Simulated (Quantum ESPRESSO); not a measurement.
Cs$_{2}$Se is modelled in the trigonal space group R-3m, hexagonal axes (No. 166), Pearson symbol hR3. Conventional cell: a = 5.820 Å, b = 5.820 Å, c = 14.226 Å, α = 90.00°, β = 90.00°, γ = 120.00°. Se on 3a sees 8 Cs at 3.561 Å (cubic). Cs on 6c is coordinated by 4 Se at 3.561 Å (tetrahedral). (Neighbours: up to the widest gap in distance over summed covalent radii, below 1.35, at either atom; cation-cation contacts left out.)
(The calculation used a cell of 3 atoms; values per cell refer to that cell.)

The PBEsol cell relaxed from Materials Project entry mp-1011695 was given an isotropic strain of -0.7 % on all lattice vectors, and the atoms were relaxed again.

Q: What does norm-conserving PBEsol (Quantum ESPRESSO, 86 Ry, scalar-relativistic) give for the electronic structure near the Fermi level?

A: The PBEsol gap is indirect, 1.89 eV, from F to Γ; the smallest direct gap is 2.56 eV. Spin-orbit splittings are left out.

The structure is a Materials Project entry; no match was found in the copy of COD used, and its stability was not checked.
